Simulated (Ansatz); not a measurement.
Work and stress of cleavage in Ti2O

Theory: DFT PBEsol, scalar-relativistic, plane waves, PAW in Ansatz 0.2.0. The runs took a 420 eV cutoff, a Γ-centred 18×18×4 mesh and Gaussian smearing (0.15 eV). No spin polarisation. Energies are free energies at this smearing, counted from the undisturbed cell; pressure is positive in compression.

The undisturbed cell (relaxed at this level; it needn't be the usual structure):

```yaml
crystal:
  lattice:
    - [-2.95295, 0.00000, 0.00000]
    - [-1.47648, -2.55733, 0.00000]
    - [0.00000, 0.00000, 14.17120]
  atoms:
    - { symbol: Ti, position: [0.66667, 0.66667, 0.92086] }
    - { symbol: Ti, position: [0.66667, 0.66667, 0.25419] }
    - { symbol: Ti, position: [0.66667, 0.66667, 0.58752] }
    - { symbol: Ti, position: [0.33333, 0.33333, 0.07908] }
    - { symbol: Ti, position: [0.33333, 0.33333, 0.41241] }
    - { symbol: Ti, position: [0.33333, 0.33333, 0.74574] }
    - { symbol: O, position: [0.00000, 0.00000, 0.83330] }
    - { symbol: O, position: [0.00000, 0.00000, 0.16663] }
    - { symbol: O, position: [0.00000, 0.00000, 0.49997] }
```

The cut lies on the cell's a–b face, a (0 0 1) plane (indices in the standard cell, whose axes needn't be the Cartesian ones shown) of area 7.55 Å², between layers 2.24 Å apart. Vector c is lengthened by d along the normal with the atoms' Cartesian places fixed: one unrelaxed cut a cell. The traction is positive where the two halves pull on each other.

| d (Å) | energy (J/m²) | traction (GPa) |
| --- | --- | --- |
| -0.30 | 0.90 | -67.7 |
| 0.00 | 0.00 | 0.0 |
| 0.25 | 0.37 | 26.3 |
| 0.50 | 1.18 | 36.1 |
| 1.00 | 2.99 | 33.4 |
| 1.50 | 4.40 | 23.0 |
| 2.00 | 5.31 | 13.6 |
| 3.00 | 6.05 | 3.2 |
| 6.00 | 6.23 | 0.0 |

Problem. What are the work of separation and the cleavage stress, and do they fit the universal binding curve?

Solution. The energy levels off near W ≈ 6.23 J/m² (the traction is down to 0.0 GPa), the energy of the two unrelaxed faces, 3.11 J/m² each on average. The largest sampled traction is 36.1 GPa at d = 0.50 Å, and a parabola through it and its two neighbours peaks at σ_max ≈ 38.6 GPa, d ≈ 0.70 Å. The curve E = W[1 − (1 + d/ℓ)exp(−d/ℓ)] peaks in traction at d = ℓ with σ_max = W/(eℓ); with 1 J/m² per Å = 10 GPa this W and σ_max give ℓ = 0.59 Å. A parabola through that curve at the same three d peaks at 0.67 Å, against 0.70 Å here, a fair fit. Real crystals break at far lower stress, because cracks concentrate it, and on the plane of lowest W, which needn't be this one.

The cut is rigid; relaxing the faces lowers these energies and usually the stresses.

No gap shows at this level, though a semilocal functional can close a small gap that the real compound has; without a gap these slopes depend on the k mesh and the smearing.

Cost: 9 runs of about 9.2 core-minutes in all, on Arm Neoverse V1 (shared hosts).